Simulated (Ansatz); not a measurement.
AlP (zinc blende), relaxed with PBE (Ansatz, a first-principles code, plane waves, PAW): a = b = c = 5.507 Å, α = β = γ = 90.00°.

```
Property              Value
--------------------  -----
gap (eV)               1.63
B₀ by P(V) fit (GPa)   82.5
```

**Question.** The same phase is relaxed and computed with HSE06 in the same code. What are the cell and these values now?

**Answer.** a = 5.475 Å, b = 5.475 Å, c = 5.475 Å, α = 90.00°, β = 90.00°, γ = 90.00°.

- gap (eV) = 2.28
- B₀ by P(V) fit (GPa) = 90.8

All cells were relaxed under the symmetry of their starts (and spin orders); stability against distortions was not tested throughout.

Potentials: the earlier of the program's two PAW sets. The files were generated under PBE; for other functionals the program regenerates the frozen cores, and for LDA and PBEsol the local potential too.

Ansatz is a plane-wave DFT program.
